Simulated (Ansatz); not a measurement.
**Two Ansatz runs on Na**

The cell comes from COD entry 8104233, which wasn't checked; take it as a given geometry. It is an old determination, and later ones may differ. The listed cell was then made from it by scaling, straining or moving an atom.

First run: DFT, LDA, PAW with Ansatz's default frozen-core files, scalar-relativistic (Ansatz 0.2.0).

Command: `ansatz run input.yaml --threads 1 --pin off --max-ram 2048MiB --backend cpu --events-out ev --progress --plain --runs-dir out` The run took 5.3 s on 1 thread of Arm Neoverse V1, on a shared host, peak memory 0.28 GiB.

```yaml
crystal:
  lattice:
    - [-2.1193722587, 2.1193722587, 2.1193722587]
    - [2.1193722587, -2.1193722587, 2.1193722587]
    - [2.1193722587, 2.1193722587, -2.1193722587]
  atoms:
    - { symbol: Na, position: [0.0, 0.0, 0.0] }
kpoints:
  mp_grid: { grid: [11, 11, 11] }
scf:
  occupations: { method: fermi_dirac, width: 0.05 }
hamiltonian:
  xc: lda
  pseudopotentials: { kind: paw }
output:
  forces: true
  stress: true
  efg: { contact_densities: true }
relax:
  f_tol: 0.005
  max_steps: 80
  cell: {}
```

Result: converged; relaxed volume 33.377 Å³/atom; 21 SCF iterations in all.

A second input differs as follows:

```diff
@@ -10,4 +10,6 @@
 scf:
   occupations: { method: fermi_dirac, width: 0.05 }
+  convergence: { dr2_threshold: 1.0e-20 }
+  max_iter: 100
 hamiltonian:
   xc: lda
```

**Question.** Does the change harm the result?

**Answer.** Not here: the run converged; energy at zero smearing 0.0 meV/atom from the first run; relaxed volume 33.376 Å³/atom; 45 SCF iterations in all, so the odd setting did no harm in this case.
